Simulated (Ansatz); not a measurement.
Total density of states per atom from the program Ansatz at the PBEsol level (PAW), in 0.25 eV bins, energy from the Fermi level:

(E (eV), states/eV/atom): (-7.85, 0.14); (-7.60, 0.15); (-7.35, 0.16); (-7.10, 0.19); (-6.85, 0.21); (-6.60, 0.21); (-6.35, 0.21); (-6.10, 0.21); (-5.85, 0.22); (-5.60, 0.23); (-5.35, 0.29); (-5.10, 0.70); (-4.85, 0.66); (-4.60, 0.44); (-4.35, 0.73); (-4.10, 1.02); (-3.85, 0.95); (-3.60, 1.50); (-3.35, 1.39); (-3.10, 1.08); (-2.85, 0.52); (-2.60, 1.42); (-2.35, 1.61); (-2.10, 1.62); (-1.85, 2.65); (-1.60, 1.95); (-1.35, 1.29); (-1.10, 0.41); (-0.85, 0.34); (-0.60, 0.17); (-0.35, 0.18); (-0.10, 0.34); (0.15, 0.57); (0.40, 0.41); (0.65, 0.35); (0.90, 0.31); (1.15, 0.28); (1.40, 0.26); (1.65, 0.24); (1.90, 0.22); (2.15, 0.20); (2.40, 0.18); (2.65, 0.17); (2.90, 0.15); (3.15, 0.13); (3.40, 0.12); (3.65, 0.09); (3.90, 0.07); (4.15, 0.06); (4.40, 0.05); (4.65, 0.06)

**Question.** Which of these materials gives this?
A. BeNi, CsCl type
B. MnAu, CsCl type
C. TiCo, CsCl type
D. ScCo, CsCl type

**Answer.** A, BeNi, CsCl type. Within 0.5 eV of the Fermi level: Ni 3d 58 %, Ni 4s 17 %, Be 2s 6 %, outside the projected shells 20 %. Projections are on Löwdin-orthogonalised atomic valence shells; empty p or d shells of many metals are not among them.

Space group Pm-3m (CsCl type). The workflow started from a Materials Project entry (that database holds measured and hypothetical structures alike); the Crystallography Open Database copy checked does not list it. With Be and Ni taken as one species the cell has the higher symmetry Im-3m, so it may be an ordered model of a mixed-site phase. Its standing as an ambient phase is unchecked. The PBEsol relaxation kept the symmetry of its start; of distortions, only those at the zone centre were tested. No spin polarisation was allowed.

Potentials: the later of the program's two PAW sets.
